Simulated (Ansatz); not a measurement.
## ScPt: energy along a strain

ScPt, Pm-3m, a = 3.270 Å (as given, not relaxed at this level: -1.4 GPa). The structure is a COD entry; whether it is the stable form wasn't checked. Ansatz: PBEsol, PAW, 420 eV, Γ-centred 14×14×14 mesh on 2 atoms, Gaussian smearing 0.15 eV; no spin polarisation. Cell vectors (Å): 3.270 0.000 0.000; 0.000 3.270 0.000; 0.000 0.000 3.270. The cell is strained by x per cent times the pattern (1 -1 0 0 0 0) in the order xx yy zz yz xz xy (engineering shears), with fractional coordinates held. y is the free energy over the start, V0 = 17.483 Å³/atom. Symmetry makes y even in x.

| x (%) | y (meV/atom) |
| --- | --- |
| -6.00 | ? |
| -3.00 | 7.10 |
| 0.00 | 0.00 |
| 0.75 | 0.56 |
| 1.50 | 2.14 |
| 2.25 | 4.45 |
| 3.75 | 9.79 |
| 4.50 | 12.54 |
| 5.25 | 15.73 |

Q: Fit y = c2 x² + c4 x⁴ to the other rows, get the stiffness along the pattern, and predict the missing energy.

A: Least squares on the rows shown. y = 0.86042 x² − 0.010831 x⁴. The clamped-ion stiffness p·C·p = 2 × 8.604 eV × 160.2 / 17.483 Å³ = 158 GPa (second derivative at the start, which stands under stress). With a term in x⁶ added, the coefficient of x² becomes 1.011, 17 % more, which shows how far this figure hangs on the form. At x = -6.00 the fit asked for gives 16.94 meV/atom. The run gave 19.90 meV/atom, so the fit is 2.96 meV/atom too low, 15 % of the span of the series, against an rms of 0.28 meV/atom on the fitted rows. The row lies outside the fitted range. With a term in x⁶ added, a fit to the same known rows predicts 20.81 meV/atom, so most of the miss is curvature that the known rows already hold.

Spin–orbit coupling is left out, which can shift energies with elements as heavy as these.